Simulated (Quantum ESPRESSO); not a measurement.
**Kohn-Sham bands of CsI (rock salt)**

```
CsI
1.0
    0.00000     3.90508     3.90508
    3.90508     0.00000     3.90508
    3.90508     3.90508     0.00000
Cs I
1 1
Direct
  0.00000   0.00000   0.00000
  0.50000   0.50000   0.50000
```

Materials Project entry mp-614603; symmetrised, unrelaxed at this level. Not found in the COD (Crystallography Open Database) copy used, which has the formula in other groups; not checked further. Method: PBEsol plane waves in Quantum ESPRESSO 7.5 (PseudoDojo norm-conserving files, 56 Ry, no spin polarisation, no spin-orbit coupling), Bloch states on a 8×8×8 mesh through Γ, Wannier90 4.0.1. Density: 8×8×8 mesh, cold smearing 0.01 Ry. Spin-orbit coupling is left out although heavy elements are present.

Energies are relative to the valence-band maximum; weights are on the orthonormalised atomic waves of the pseudopotential files, averaged over the group. 16 electrons a cell are treated as valence.

Q: Into which isolated groups do the bands fall, where do they lie and what are they made of?

A: 
```tsv
bands	from (eV)	to (eV)	filling	weight on atomic waves
1	-19.95	-19.94	filled	Cs 5s 99 %
2	-10.26	-10.19	filled	I 5s 94 %, Cs 6s 5 %
3–5	-6.88	-6.68	filled	Cs 5p 98 %
6–8	-0.78	0.00	filled	I 5p 94 %
```

The Kohn-Sham gap over both meshes and the path is 3.78 eV.
